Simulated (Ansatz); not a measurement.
ScSi2:
```
ScSi2
1.0
    3.97335     0.00000     0.00000
   -1.98668     3.44103     0.00000
    0.00000     0.00000     3.51317
Sc Si
1 2
Direct
  0.00000   0.00000   0.00000
  0.33333   0.66667   0.50000
  0.66667   0.33333   0.50000
```

Relaxed with LDA. Special points in fractions of this cell's reciprocal vectors: Γ (0.000, 0.000, 0.000); M (0.500, 0.000, 0.000); K (0.333, 0.333, 0.000); A (0.000, 0.000, 0.500); L (0.500, 0.000, 0.500); H (0.333, 0.333, 0.500).

### Question
List the band energies nearest the Fermi level at these points for the program Ansatz at the LDA level (PAW).

### Answer
In eV from the Fermi level; about four levels below and three above (degenerate sets whole), none deeper than 8.9 eV; points with the same levels are listed once.

```json
[
 {"k": "Γ", "below": "-3.83 -3.83 -1.40 -1.30 -1.17", "above": "0.64 0.64 1.77 1.77"},
 {"k": "M", "below": "-4.40 -2.91 -1.57", "above": "1.25 1.59 1.87"},
 {"k": "K", "below": "-6.71 -0.79 -0.79", "above": "0.60 0.64 0.64"},
 {"k": "A", "below": "-2.44 -2.44 -1.53 -1.53", "above": "0.08 0.08 0.72"},
 {"k": "L", "below": "-4.65 -4.21 -3.75 -0.32", "above": "2.11 2.33 3.10"},
 {"k": "H", "below": "-5.36 -3.73 -3.73", "above": "0.65 2.04 2.04"}
]
```

Space group P6/mmm. The workflow started from an entry of the Crystallography Open Database (COD). Its standing as an ambient phase is unchecked. The cell was relaxed with LDA under the symmetry of its start. At this level the phase is mechanically unstable. The run is not spin-polarised.

Potentials: the later of the program's two PAW sets.
